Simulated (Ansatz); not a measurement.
LaN:
```
CELL_PARAMETERS angstrom
     10.60635     0.00000     0.00000
      0.00000     3.75542     0.00000
      0.00000     0.00000     3.75390
ATOMIC_POSITIONS crystal
  La 0.12455 0.25000 0.25869
  La 0.37545 0.75000 0.75869
  La 0.87545 0.75000 0.74131
  La 0.62455 0.25000 0.24131
  N  0.87697 0.25000 0.26982
  N  0.62303 0.75000 0.76982
  N  0.12303 0.75000 0.73018
  N  0.37697 0.25000 0.23018
```

Relaxed with r²SCAN. Special points in fractions of this cell's reciprocal vectors: Γ (0.000, 0.000, 0.000); X (0.500, 0.000, 0.000); S (0.500, 0.500, 0.000); Y (0.000, 0.500, 0.000); Z (0.000, 0.000, 0.500); U (0.500, 0.000, 0.500); R (0.500, 0.500, 0.500); T (0.000, 0.500, 0.500).

Q: List the band energies nearest the valence-band maximum at these points for r²SCAN with spin–orbit coupling (plane waves, PAW; program Ansatz).

A: In eV from the valence-band maximum; about four levels below and three above (degenerate sets whole), none deeper than 8.9 eV; points with the same levels are listed once.

| k | below | above |
|---|---|---|
| Γ | -0.26 -0.26 0.00 0.00 | 0.39 0.39 1.20 1.20 |
| X | -0.37 -0.37 -0.37 -0.37 | 0.61 0.61 0.61 0.61 |
| S | -1.62 -1.62 -1.62 -1.62 -1.62 -1.62 -1.62 -1.62 | 3.32 3.32 3.32 3.32 3.33 3.33 3.33 3.33 |
| Y | -0.82 -0.82 -0.82 -0.82 | 2.97 2.97 2.97 2.97 |
| Z | -0.81 -0.81 -0.81 -0.81 | 2.94 2.94 2.94 2.94 |
| U | -1.60 -1.60 -1.60 -1.60 | 3.21 3.21 3.21 3.21 |
| R | -0.17 -0.17 -0.17 -0.17 | 1.21 1.21 1.21 1.21 1.22 1.22 1.22 1.22 |
| T | -0.01 -0.01 -0.01 -0.01 | 0.21 0.21 0.21 0.21 |

Space group Pnma. The start of the workflow was typed in or built on a structure type; neither database checked (COD, Materials Project) lists it. COD files the formula under space group No. 225. Whether it is the stable phase at ambient conditions was not checked. The r²SCAN relaxation kept the symmetry of its start; its stability against distortions is not shown here.

Potentials: the earlier of the program's two PAW sets.
